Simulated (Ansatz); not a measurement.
One crystal and one scan (scan of one atom of the cell) at two levels, PBE (plane waves to 420 eV, PAW, scalar-relativistic; Ansatz, an electronic-structure program) and r2SCAN (plane waves to 500 eV, PAW, scalar-relativistic; Ansatz), each from its own relaxed cell and on its own mesh. The cell shown is that of PBE.

TiSi2 (C54 type, space group Fddd)

```xyz
6
Lattice="0.0000 4.1323 4.2827 2.4031 0.0000 4.2827 2.4031 4.1323 0.0000" Properties=species:S:1:pos:R:3 pbc="T T T"
Si     2.4031     5.4796     4.2827
Si     2.4031     2.7851     4.2827
Si     3.6047     4.8512     6.4240
Si     3.6047     7.5458     6.4240
Ti     0.0000     0.0000     0.0000
Ti     1.2016     2.0662     2.1413
```

In this cell atom 1 (Si, nearest neighbour Si at 2.535 Å; its periodic images, 4.8 Å or more away, move with it) is moved by s along Cartesian z, unit vector (0.000, 0.000, 1.000); all other atoms and the cell stay fixed.

Energies are smeared free energies. TiSi2 is run without spin polarisation. TiSi2 was relaxed with its symmetry unable to fall. (PBE) Left out: 2 of 11 points, with atoms too close for the PAW data. (r2SCAN) Left out: 2 of 11 points, with atoms too close for the PAW data. With partly filled bands, energies and forces of such displacements shift with the k mesh and the smearing. Both scans cover s from -0.608 to 0.608 Å.

ΔE (meV/cell), each from the undisplaced structure of its own level:

```
s (Å)    PBE    r2SCAN
------  ----  --------
-0.608  2432      2586
-0.456  1245  withheld
-0.304   512       544
-0.152   122       129
0.000      0         0
0.152    122       129
0.304    512       544
0.456   1245  withheld
0.608   2432      2586
```

Q: Estimate the r2SCAN value at -0.456 from the PBE value there and the ratio of the two levels in the two nearest given rows on that side of the minimum.

A: At -0.608 and -0.304 the ratio r2SCAN/PBE averages 1.063, which gives 1.063 × 1245 = 1323 meV/cell. The calculation gives 1324 meV/cell, +6.3 % against PBE.

(A displaced cell: forces are minus the slopes of the energy, force constants its curvatures, and phonons follow from these.)
